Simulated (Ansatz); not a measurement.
Relaxed-ion elastic tensor of Cu (fcc (Cu type), Fm-3m) in GPa (Voigt order), the program Ansatz at the LDA level (PAW); density 9.69 g/cm³, 10.88 Å³ per atom.

```
 232   166   166   0.0   0.0   0.0
 166   232   166   0.0   0.0   0.0
 166   166   232   0.0   0.0   0.0
 0.0   0.0   0.0  98.9   0.0   0.0
 0.0   0.0   0.0   0.0  98.9   0.0
 0.0   0.0   0.0   0.0   0.0  98.9
```

**Question.** Is the crystal mechanically stable?

**Answer.** Yes: the smallest eigenvalue of C is 66.3 GPa.

**Question.** Work out the Voigt, Reuss and Hill averages.

**Answer.** K_V = 188, K_R = 188, K_H = 188; G_V = 72.6, G_R = 55.1, G_H = 63.9 GPa.

**Question.** Give Young's modulus, Poisson's ratio, Pugh's ratio and the universal anisotropy index.

**Answer.** E = 9KG/(3K + G) = 172 GPa; ν = 0.35; K/G = 2.95 (ductile by the Pugh limit of 1.75); A_U = 5G_V/G_R + K_V/K_R − 6 = 1.59.

**Question.** Estimate the sound speeds and the Debye temperature.

**Answer.** v_l = √((K + 4G/3)/ρ) = 5310 m/s, v_t = √(G/ρ) = 2570 m/s, mean 2880 m/s; Θ = (h/k)(3n/4πV)^(1/3) v_m = 388 K.

**Question.** Give the Zener ratio and Young's modulus along [100], [110] and [111].

**Answer.** A = 2C44/(C11 − C12) = 2.99; 1/E = S11 − 2(S11 − S12 − S44/2)Γ with Γ = 0, 1/4, 1/3 gives 93.9, 178, 253 GPa.

**Question.** Solve the Christoffel equation for the three sound speeds along [100], [110], [111].

**Answer.** Eigenvalues of C_ijkl n_j n_l equal ρv². In km/s, slowest first: [100] 3.19, 3.19, 4.90; [110] 1.85, 3.19, 5.55; [111] 2.38, 2.38, 5.75.

The LDA relaxation kept the symmetry of its start. No spin polarisation was allowed. As this level gives no gap, shear constants depend on the k-mesh and smearing (Fermi–Dirac, 0.1 eV here).

Potentials: the earlier of the program's two PAW sets. The files were generated under PBE; for other functionals the program regenerates the frozen cores, and for LDA and PBEsol the local potential too.
